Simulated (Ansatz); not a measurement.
Polymorphs of Sr, each relaxed with PBEsol in the plane-wave PAW code Ansatz:

A: diamond (Fd-3m)
a = b = c = 9.4015 Å, α = β = γ = 90.00°

```tsv
atom	site	symmetry	x	y	z
Sr	8b	-43m	0.5000	0.5000	0.5000
```

B: C2/m
a = 7.259 Å, b = 4.188 Å, c = 10.569 Å, α = γ = 90.00°, β = 103.00°

```json
[
 {"atom": "Sr", "site": "2c", "symmetry": "2/m", "x": "0.5000", "y": "0.5000", "z": "0.5000"},
 {"atom": "Sr", "site": "4i", "symmetry": "m", "x": "0.2221", "y": "0.0000", "z": "0.1672"}
]
```

### Question
Put the candidates in order of energy per atom at 0 K, lowest first, for PBEsol.

### Answer
B (+0 meV/atom), A (+1036 meV/atom)

Typed or built starts, not in the databases checked: A. Not the usual ambient phase: A; B. Unstable at this level: A. All cells were relaxed under the symmetry of their starts (and spin orders); stability against distortions was not tested throughout. Scalar-relativistic: spin–orbit coupling is off unless named, which matters more the heavier the elements.

Energies hold the estimated change up to a 700 eV cutoff; steps of a few meV lie near the error of the meshes.

Potentials: the later of the program's two PAW sets.
